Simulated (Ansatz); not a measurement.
## What DFT gives for YbSe

```yaml
crystal:
  lattice:
    - [0.00000, 2.92990, 2.92990]
    - [2.92990, 0.00000, 2.92990]
    - [5.85981, 5.85981, 0.00000]
  atoms:
    - { symbol: Yb, position: [0.50000, 0.50000, 0.25000] }
    - { symbol: Yb, position: [0.50000, 0.50000, 0.75000] }
    - { symbol: Se, position: [0.00000, 0.00000, 0.00000] }
    - { symbol: Se, position: [0.00000, 0.00000, 0.50000] }
```

The numbers come from plane-wave PAW DFT (Ansatz): r2SCAN, with U_eff = 6.94 eV on Yb f (all-electron-ortho-atomic projectors), collinear spin, 500 eV, 6×6×3 Γ-centred k points, fermi-dirac occupations (width 0.1 eV). Nothing was relaxed.

The state carries no moments; the state need not be the lowest.

Q: What is the band gap?

A: The gap is 1.37 eV, indirect or between spins (the least direct gap found is 1.91 eV). A semilocal functional usually gives too small a gap.

Q: Is the cell too large or too small?

A: The pressure is 2.0 GPa (compression positive), so with the atoms held at these fractions the cell would first expand.

Q: Are the atoms at rest?

A: The forces vanish by the symmetry of the sites.

Q: Describe some of the short contacts.

A: Yb–Se at 2.93 Å: least valence density 0.21 e/Å³ and ELF 0.14 there. These are pseudo-fields; inside the PAW spheres they differ from the all-electron ones.

Q: Which orbitals make up the band edges?

A: Within 0.7 eV of the edges, the states project mainly on Yb f (78 %) and Se p (18 %) below the gap and on Yb d (92 %) above it.

Origin: a database entry at a rescaled volume.
